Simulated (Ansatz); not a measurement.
AgI:
```
CELL_PARAMETERS angstrom
      4.48568     0.00000     0.00000
     -2.24284     3.88471     0.00000
      0.00000     0.00000     7.33908
ATOMIC_POSITIONS crystal
  Ag 0.33333 0.66667 0.00262
  Ag 0.66667 0.33333 0.50262
  I  0.33333 0.66667 0.37728
  I  0.66667 0.33333 0.87728
```

Relaxed with LDA.

### Question
Give the optical modes at the zone centre with their infrared activity from DFPT, plane-wave PAW LDA (Ansatz code).

### Answer
Transverse frequencies, without the LO–TO term; a row sums one degenerate level.

| ω (cm⁻¹) | degeneracy | IR ((D/Å)²/amu) | activity | symmetry |
|---|---|---|---|---|
| 21 | 2 | 0.00 | IR-inactive | E2 |
| 84 | 1 | 0.00 | IR-inactive | B1 |
| 118 | 1 | 1.08 | IR | A1 |
| 119 | 2 | 1.99 | IR | E1 |
| 125 | 2 | 0.00 | IR-inactive | E2 |
| 134 | 1 | 0.00 | IR-inactive | B1 |

### Question
How high does the top mode go among those that the LO–TO term moves?

### Answer
131 cm⁻¹ for q along x, 131 cm⁻¹ for q along y, 130 cm⁻¹ for q along z.

Space group P6_3mc (wurtzite). Symmetry was held in the LDA relaxation; phonons on a q-mesh show no instability. The run is not spin-polarised. Spin–orbit coupling is left out wherever it is not named.

Potentials: the earlier of the program's two PAW sets.
